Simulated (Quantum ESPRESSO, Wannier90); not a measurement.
Wannierisation of BaSnO3 (cubic perovskite)

```xyz
5
Lattice="4.1435 0.0000 0.0000 0.0000 4.1435 0.0000 0.0000 0.0000 4.1435" Properties=species:S:1:pos:R:3 pbc="T T T"
Ba     2.0717     2.0717     2.0717
Sn     0.0000     0.0000     0.0000
O      0.0000     2.0717     0.0000
O      2.0717     0.0000     0.0000
O      0.0000     0.0000     2.0717
```

Cell from Materials Project (mp-3163), symmetrised, no further relaxation. COD (Crystallography Open Database) records the formula in this space group. Ideal cubic forms of this type are often high-temperature phases that distort on cooling; symmetry holds the cell here, and its stability was not tested. Method: LDA plane waves in Quantum ESPRESSO 7.5 (PseudoDojo norm-conserving files, 68 Ry, no spin polarisation, no spin-orbit coupling), Bloch states on a 8×8×8 mesh through Γ, Wannier90 4.0.1. Density: 8×8×8 mesh, Gaussian smearing 0.01 Ry. Spin-orbit coupling is left out although heavy elements are present.

A tight-binding model is made by disentanglement and projection with no localisation steps (num_iter = 0), so the 22 orbitals stay atom-like: hydrogen-like Ba: s;d; Sn: s;p; O: s;p, axes along x, y, z; frozen window up to 2.05 eV relative to the valence-band maximum. It follows pw.x to 0.3 meV rms for states up to 1.6 eV relative to the valence-band maximum. Matrix elements depend on this choice of orbitals and windows. Bands 10–12 (Ba 5p 93 %) lie between the kept ones and are excluded.

Problem. What are the on-site energies relative to the valence-band maximum, and how fast do the hoppings decay?

Solution. 
```
atom     orbitals  energy (eV)
----  -----------  -----------
Ba1             s        10.03
Ba1    dz2 dx2-y2         7.83
Ba1   dxz dyz dxy         8.17
Sn2             s         2.04
Sn2      pz px py         8.54
O3              s       -14.94
O3          pz px        -0.97
O3             py        -1.95
O4              s       -14.94
O4          pz py        -0.97
O4             px        -1.95
O5              s       -14.94
O5             pz        -1.95
O5          px py        -0.97
```

```csv
distance of the centres (Å),largest modulus (eV)
2–3,2.8
3–4,0.41
4–5,0.75
5–6,0.15
6–7,0.039
7–8,0.039
8–9,0.041
9–10,0.011
10–11,0.0044
11–12,0.0029
12–13,0.0060
```
